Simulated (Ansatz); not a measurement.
Nb3Au2 in space group I4/mmm (No. 139; Nb on 4e, Au on 4e, Nb on 2a), PBE (plane waves, PAW; program Ansatz), all energies at zero smearing, with the estimated change up to a 700 eV cutoff added, with one set of potentials and settings (totals compare only within such a set). Cell of 5 atoms (3 Nb, 2 Au): -39956.367 eV.

| element | reference phase | E (eV/atom) |
|---|---|---|
| Nb | Im-3m, 1 atoms in the cell | -4552.2836 |
| Au | Fm-3m, 1 atoms in the cell | -13149.3277 |

Formation energy per atom, worked out: (-39956.367 − 3×(-4552.2836) − 2×(-13149.3277))/5 = -0.172 eV/atom (-17 kJ per mol of atoms), at 0 K, without zero-point energy or fitted corrections.

The workflow started from an entry of the Crystallography Open Database (COD). Whether it is the stable phase at ambient conditions was not checked. The PBE relaxation kept the symmetry of its start; whether a distortion lowers the energy is not shown. The run is not spin-polarised. The references are the lowest solids computed at this level, not always the standard phases. Spin–orbit coupling is left out wherever it is not named.

Potentials: the later of the program's two PAW sets.
